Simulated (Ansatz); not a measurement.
SrO (rock salt) was relaxed and computed twice in Ansatz (plane waves, PAW), once with HSE06 and once with PBE.

```json
[
 {"": "cell", "run 1": "a = 5.1535 Å, b = 5.1535 Å, c = 5.1535 Å, α = 90.00°, β = 90.00°, γ = 90.00°", "run 2": "a = b = c = 5.195 Å, α = β = γ = 90.00°"},
 {"": "gap (eV)", "run 1": "4.79", "run 2": "3.33"},
 {"": "B₀ by P(V) fit (GPa)", "run 1": "92.6", "run 2": "84.6"}
]
```

Which run used which functional?

Run 1 is HSE06, run 2 is PBE.

All cells were relaxed under the symmetry of their starts (and spin orders); stability against distortions was not tested throughout. Scalar-relativistic: spin–orbit coupling is off unless named, which matters more the heavier the elements.

Potentials: the earlier of the program's two PAW sets.

Ansatz (a quantum-chemistry and plane-wave program) is a plane-wave DFT program.
